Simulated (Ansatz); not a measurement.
A relaxed structure of AlN. Space group P6₃/mmc (No. 194). Level of theory: PBEsol (plane waves to 420 eV, PAW, scalar-relativistic; Ansatz, a first-principles code).

```cif
data_Al2N2
_chemical_formula_sum 'Al2 N2'
_space_group_name_H-M_alt 'P63/mmc'
_space_group_IT_number 194
_space_group_name_Hall '-P 6c 2c'
_cell_length_a 3.30151
_cell_length_b 3.30151
_cell_length_c 4.14087
_cell_angle_alpha 90.000
_cell_angle_beta 90.000
_cell_angle_gamma 120.000
loop_
_atom_site_label
_atom_site_type_symbol
_atom_site_symmetry_multiplicity
_atom_site_Wyckoff_symbol
_atom_site_fract_x
_atom_site_fract_y
_atom_site_fract_z
_atom_site_occupancy
Al1 Al 2 c 0.33333 0.66667 0.25000 1
N1 N 2 d 0.66667 0.33333 0.25000 1
```

```json
{
  "volume_per_atom": "9.77 Å³",
  "band_gap": "3.32 eV, direct at Γ (no spin-orbit coupling)",
  "shortest_distances": "Al–N 1.91 Å; Al–Al 2.81 Å; N–N 2.81 Å",
  "k-mesh": "11×11×8"
}
```

Band energies at high-symmetry points (eV from the VBM; labels of this space group; no spin-orbit coupling), from −5 eV up to 4.2 eV:

```json
[
 {"point": "Γ", "energies": "-3.33 -3.33 -1.60 -1.60 0.00 3.32"},
 {"point": "M", "energies": "-4.81 -4.56 -4.27 -2.95 -1.41 3.82"},
 {"point": "K", "energies": "-4.51 -4.51 -3.83 -3.83 -2.49"},
 {"point": "A", "energies": "-3.74 -3.74 -2.51 -2.51 -2.51 -2.51"},
 {"point": "L", "energies": "-3.28 -3.28 -1.76 -1.76"},
 {"point": "H", "energies": "-0.79 -0.79"}
]
```

No spin polarisation in the result.

The run could not lose the symmetry of its start; a randomly shaken copy of 8 atoms returns to this structure.

All atoms sit on sites fixed by symmetry, so only the cell could relax.

The first start was generated by placing the elements on the sites of a structure type. Materials Project lists a structure of AlN in the same space group, P6₃/mmc (No. 194); the sites were not compared with it, nor with measured phases. Known forms of AlN include space group No. 186, 216.
